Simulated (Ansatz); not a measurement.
Zn₂SnO₄:
Space group P4₁22 (No. 91); a = 6.2173 Å, b = 6.2173 Å, c = 8.7427 Å, α = 90.00°, β = 90.00°, γ = 90.00°

```tsv
atom	site	symmetry	x	y	z
Sn	4b	.2.	0.5000	0.7656	0.5000
Zn	4c	..2	0.2535	0.2535	0.3750
Zn	4a	.2.	0.0000	0.2253	0.0000
O	8d	1	0.7447	0.0109	0.0058
O	8d	1	0.5220	0.2572	0.2398
```

Relaxed with PBE.

Which orbitals make up the states near the band edges in PBE (plane waves, PAW; program Ansatz)?

Top 1 eV of the valence band: O 2p 81 %, Zn 3d 16 %. Bottom 1 eV of the conduction band: Zn 4s 37 %, O 2s 22 %, O 2p 21 %, Sn 5s 18 %. Projections are on Löwdin-orthogonalised atomic valence shells; empty p or d shells of many metals are not among them.

Tabulate the density of states.

States/eV per cell of 28 atoms, in 0.25 eV bins, energy from the valence-band maximum.

```
E (eV)  total   O 2p  Zn 3d  Zn 4s
------  -----  -----  -----  -----
-7.15    0.00   0.00   0.00   0.00
-6.90    8.07   4.22   0.68   0.07
-6.65   14.78   7.59   1.80   0.34
-6.40    9.15   4.60   1.50   0.17
-6.15    0.00   0.00   0.00   0.00
-5.90    5.52   2.69   1.86   0.25
-5.65   10.39   5.25   3.30   0.63
-5.40   10.10   4.48   4.31   0.64
-5.15   38.25  13.56  21.46   1.33
-4.90   52.19  14.70  34.83   0.95
-4.65   48.29  11.63  34.60   0.83
-4.40   55.49   9.83  43.57   0.81
-4.15   64.34   7.74  54.49   0.76
-3.90   44.66   4.86  37.98   0.56
-3.65   22.95   7.17  13.38   1.21
-3.40   26.53  10.72  12.70   1.21
-3.15   22.51  10.14   9.41   1.07
-2.90   22.23  12.33   7.05   0.70
-2.65   21.86  13.90   5.19   0.78
-2.40   20.99  15.19   3.65   0.47
-2.15   19.06  14.83   2.51   0.32
-1.90   14.04  11.52   1.49   0.23
-1.65   22.67  19.13   2.25   0.25
-1.40   27.18  23.24   2.72   0.12
-1.15   30.03  25.79   3.08   0.11
-0.90   26.86  23.09   2.94   0.05
-0.65   12.60   9.87   2.16   0.05
-0.40   24.47  19.19   4.37   0.08
-0.15   28.38  23.11   4.63   0.04
0.10     0.41   0.33   0.07   0.00
0.35     0.00   0.00   0.00   0.00
0.60     0.00   0.00   0.00   0.00
0.85     0.00   0.00   0.00   0.00
1.10     0.00   0.00   0.00   0.00
1.35     0.01   0.00   0.00   0.01
1.60     0.12   0.02   0.00   0.05
1.85     0.27   0.05   0.00   0.10
2.10     0.38   0.09   0.00   0.13
2.35     0.59   0.15   0.00   0.19
2.60     0.79   0.22   0.00   0.25
2.85     0.89   0.26   0.00   0.26
3.10     1.18   0.36   0.01   0.31
3.35     1.72   0.55   0.01   0.42
3.60     1.76   0.58   0.01   0.37
3.85     2.03   0.70   0.01   0.36
4.10     3.03   1.06   0.01   0.47
4.35     3.07   1.10   0.01   0.38
4.60     5.00   1.79   0.01   0.58
4.85     5.90   2.08   0.01   0.66
5.10     4.65   1.51   0.01   0.79
5.35     3.47   0.73   0.01   1.21
5.60    11.62   3.16   0.04   3.18
5.85     7.83   1.79   0.02   3.06
6.10     9.04   2.13   0.02   3.11
```

Space group P4_122. The start of the workflow was typed in or built on a structure type; neither database checked (COD, Materials Project) lists it. Its standing as an ambient phase is unchecked. Symmetry was held in the PBE relaxation; its stability against distortions is not shown here. Spin–orbit coupling is left out wherever it is not named.

Potentials: the later of the program's two PAW sets.
